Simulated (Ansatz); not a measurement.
Mg$_{2}$TeS:
Space group R3m, hexagonal axes (No. 160); a = 4.2564 Å, b = 4.2564 Å, c = 21.0678 Å, α = 90.00°, β = 90.00°, γ = 120.00°

| atom | site | symmetry | x | y | z |
|---|---|---|---|---|---|
| Mg | 3a | 3m | 0.0000 | 0.0000 | 0.0095 |
| Mg | 3a | 3m | 0.0000 | 0.0000 | 0.4895 |
| Te | 3a | 3m | 0.0000 | 0.0000 | 0.8775 |
| S | 3a | 3m | 0.0000 | 0.0000 | 0.3735 |
(The calculation used a cell of 4 atoms; values per cell refer to that cell.)

Relaxed with PBEsol. The program Ansatz at the PBEsol level (PAW) gives a gap of 1.40 eV.

### Question
What gap does HSE06 give on the same cell (Ansatz, PAW)?

### Answer
2.32 eV, 0.93 eV more. The hybrid was solved on a coarser mesh and at special points; its gap is the smallest among all of these.

```
k   v1 PBEsol  c1 PBEsol  v1 HSE06  c1 HSE06
--  ---------  ---------  --------  --------
Γ        0.00       1.40      0.00      2.32
T       -0.04       2.63       [?]       [?]
L       -0.88       3.06       [?]       [?]
F       -0.75       2.11       [?]       [?]
S0      -1.49       3.22     -1.59      4.13
H0      -1.47       3.30       [?]       [?]
```

### Question
Top valence (v1) and lowest conduction level (c1) in eV from each method's valence maximum (which need not be a listed point): supply the withheld HSE06 values.

### Answer

- F, v1 HSE06: -0.81
- F, c1 HSE06: 2.96
- L, v1 HSE06: -0.95
- L, c1 HSE06: 3.98
- T, v1 HSE06: -0.04
- T, c1 HSE06: 3.58
- H0, v1 HSE06: -1.57
- H0, c1 HSE06: 4.20

Cost on shared cores: the PBEsol run (SCF on a 8×8×8 mesh, then bands and DOS) about 100 core-seconds (a rough figure), the HSE06 run (SCF on 6×6×6, then a few points) around 11 core-minutes (rough); the tasks are unlike.

The first step of the workflow began from a Materials Project structure, measured or hypothetical; the Crystallography Open Database copy checked does not list it. Whether it is the stable phase at ambient conditions was not checked. The PBEsol relaxation kept the symmetry of its start; its stability against distortions is not shown here. Scalar-relativistic: spin–orbit coupling is off unless named, which matters more the heavier the elements.

Potentials: the later of the program's two PAW sets.
